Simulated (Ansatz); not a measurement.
CdO (rock salt)

```xyz
2
Lattice="0.0000 2.3452 2.3452 2.3452 0.0000 2.3452 2.3452 2.3452 0.0000" Properties=species:S:1:pos:R:3 pbc="T T T"
O      0.0000     0.0000     0.0000
Cd     2.3452     2.3452     2.3452
```

The slice is a {100} plane (indices of the conventional cell) through the point (0.000, 0.000, 0.000) (fractional), spanned by u = [100] and v = [0 1 -1] in vectors of this cell: u (3.32 Å) and v (3.32 Å, at 90° to u). It covers one period; positions are fractions (u, v).

All values below come from PBEsol (plane waves to 420 eV, PAW, scalar-relativistic; Ansatz, a program for electronic structure). k mesh 12×12×12. Near the nuclei the fields are pseudised (PAW); where an atom keeps semicore shells as valence, they peak there. CdO was relaxed with its symmetry unable to fall.

**Question.** What is the valence density on the shortest O–Cd line in this plane (2.35 Å), at its minimum between the atoms?

**Answer.** 0.36 e/Å³.

**Question.** What is the ELF at the density minimum of the shortest O–Cd line in this plane (2.35 Å)?

**Answer.** 0.1.

**Question.** Sketch the electron localisation function (ELF) on this plane as a map.

**Answer.** 
```
|xxxxxx999988552200000000002255889999xxxx|
|xxxxxx999966331100000000001133669999xxxx|
|xx99999977441100000000000000114477999999|
|9999997744110000111122111100001144779999|
|8888664411000011223333332211000011446688|
|5555331100002233445555554433220000113355|
|22221100001133555566xx665555331100001122|
|0000000011224455xxxxxxxxxx55442211000000|
|0000000011335566xxxxxxxxxx66553311000000|
|00000000223355xxxxxxxxxxxxxx553322000000|
|0000000011335566xxxxxxxxxx66553311000000|
|0000000011224455xxxxxxxxxx55442211000000|
|22221100001133555566xx665555331100001122|
|5555331100002233445555554433220000113355|
|8888664411000011223333332211000011446688|
|9999997744110000111122111100001144779999|
|xx99999977441100000000000000114477999999|
|xxxxxx999966331100000000001133669999xxxx|
|xxxxxx999988552200000000002255889999xxxx|
|xxxxxxxx99885522000000000022558899xxxxxx|
```
Scale: ten equal steps from 0.07 (start of '0') to 0.82 (end of '9'), in the order '0123456789'. Values: electron localisation function (ELF). The map has 20 points along u (two characters each, u = 0 at the left) and 20 along v (v = 0 in the bottom row). Points within 0.5 Å of a nucleus are blanked (x), as the pseudised field means little there.
